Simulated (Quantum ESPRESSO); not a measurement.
## Rh2Os2W2ReAl (one composition in several site orders)

Computed values, not a measurement. The program is pw.x of Quantum ESPRESSO 7.5 (plane-wave density functional theory). The cell is made up: eight metal atoms on a face-centred cubic lattice, with elements, volume, strain and displacements drawn at random and not relaxed, so it may be unstable or far from any real phase. PseudoDojo standard norm-conserving files set the functional (PBE unless stated); there is no spin polarisation or spin-orbit coupling, the Fermi-Dirac width of 0.25 eV means electrons at about 2900 K, and the masses in the input are unused placeholders. Heavy elements are run without spin-orbit coupling, which real alloys of them have. A spin test at this wide smearing found no moment, but such smearing suppresses magnetism that the real alloy may have.

The runs put one composition on the sites in different orders. Cell, positions, cutoff, mesh and smearing stay as in the input of run 1; sites are counted in its order. Stress in the tables is positive in tension.

Input of run 1:

```
&control calculation='scf', pseudo_dir='./dojo.nc.sr.pbe.v0_5.standard.upf', outdir='./o', disk_io='minimal', tprnfor=.true., tstress=.true. /
&system ibrav=0, nat=8, ntyp=5, nbnd=73, ecutwfc=87.97787729, nosym=.true., tot_charge=0,
 occupations='smearing', smearing='fd', degauss=0.0183746611
/
&electrons conv_thr=1.470e-08, electron_maxstep=70, mixing_beta=0.5 /
ATOMIC_SPECIES
Al 1.0 Al.upf
Os 1.0 Os.upf
Re 1.0 Re.upf
Rh 1.0 Rh.upf
W 1.0 W.upf
CELL_PARAMETERS angstrom
-3.8608 -0.0084 -0.0374
0.029 -3.7466 3.8014
0.0313 5.7339 2.0148
ATOMIC_POSITIONS angstrom
Rh 0.0179 -0.0248 -0.0552
Os 0.0444 1.9258 2.0236
W -0.0363 -1.826 1.9201
Os -0.0273 0.0436 3.8983
Re -1.9924 3.8616 2.0124
Rh -1.9129 -0.0507 1.8544
Al -1.8618 1.9482 3.8771
W -1.8343 -1.8316 3.7747
K_POINTS automatic
6 5 4 1 1 1
```

| run | elements on sites 1 to 8 | free energy less that of run 1 (eV) | -TS (eV) | pressure (GPa) | stress xx (GPa) | stress yy (GPa) | stress zz (GPa) | stress yz (GPa) | stress xz (GPa) | stress xy (GPa) | iterations |
| --- | --- | --- | --- | --- | --- | --- | --- | --- | --- | --- | --- |
| 1 | Rh Os W Os Re Rh Al W | 0.000 | -1.391 | 16.28 | -13.51 | -21.37 | -13.95 | 5.19 | 3.23 | 1.43 | 16 |
| 2 | W Rh Os Al Rh Os W Re | 0.082 | -1.414 | 17.64 | -17.51 | -19.81 | -15.59 | 5.82 | 4.26 | 1.72 | 16 |
| 3 | Os Al W W Rh Re Rh Os | -0.258 | -1.336 | 17.90 | -13.30 | -21.27 | -19.14 | 4.47 | 4.12 | 3.48 | 15 |
| 4 | Os W Os Re Rh Rh W Al | 0.143 | -1.398 | 16.64 | -18.09 | -16.33 | -15.51 | 4.17 | 3.65 | 2.58 | 18 |
| 5 | W Rh Os Re Rh Os W Al | -0.047 | -1.346 | 16.92 | -16.27 | -18.27 | -16.22 | 4.49 | 4.02 | 2.17 | 16 |
| 6 | Os Rh W Os W Re Al Rh | 0.226 | -1.424 | 18.01 | -13.85 | -22.61 | -17.57 | 6.18 | 3.02 | -0.35 | 17 |

Forces Fx Fy Fz (eV/Å):

| site | run 1 | run 2 | run 3 | run 4 | run 5 | run 6 |
| --- | --- | --- | --- | --- | --- | --- |
| 1 | -0.21 0.59 0.49 | -0.24 1.38 2.48 | -0.59 -0.06 -0.04 | -0.33 0.05 0.39 | -0.43 0.34 1.31 | -0.19 0.63 0.75 |
| 2 | -0.21 0.12 -0.54 | -0.39 -0.21 -0.47 | -0.05 -0.24 -0.67 | -0.24 -0.44 -0.43 | -0.23 -0.18 -0.41 | -0.28 0.08 -0.63 |
| 3 | 0.87 -0.20 -1.07 | 0.66 -0.79 -0.65 | 0.73 0.09 0.42 | 0.58 -0.28 -0.56 | 0.64 -0.37 0.10 | 0.85 0.01 0.73 |
| 4 | 0.64 -0.14 -0.67 | 0.86 -0.80 -0.35 | 0.64 0.63 0.79 | 1.04 0.25 -0.56 | 0.87 0.10 -0.72 | 0.59 0.04 0.15 |
| 5 | 0.96 -0.92 -0.39 | 1.29 -1.23 -0.71 | 0.94 -1.06 -1.35 | 0.88 -0.23 0.13 | 1.07 -0.60 0.13 | 0.85 -1.33 -2.24 |
| 6 | -0.52 1.01 -0.19 | -0.34 1.74 0.14 | -0.45 1.58 0.08 | -0.46 1.36 0.46 | -0.44 1.25 0.71 | -0.26 1.05 -0.05 |
| 7 | -0.42 -0.86 -0.43 | -0.57 0.53 -1.34 | -0.24 -0.33 -0.23 | -0.50 -0.61 -0.02 | -0.44 -0.87 -2.42 | -0.36 -0.45 -0.37 |
| 8 | -1.12 0.41 2.79 | -1.26 -0.63 0.89 | -0.99 -0.60 1.01 | -0.96 -0.11 0.58 | -1.04 0.34 1.30 | -1.21 -0.03 1.66 |

The sites are displaced and not relaxed, so the energy differences mix bonding between neighbours with strain and are not ordering energies. A rerun of one cell of this series at a higher cutoff and on a denser mesh moved values by no more than 0.004 eV in energy, 0.07 GPa in stress and 0.012 eV/Å in force, and a second program with other atomic files agreed on that cell to 2 % rms in force and 0.5 GPa in pressure.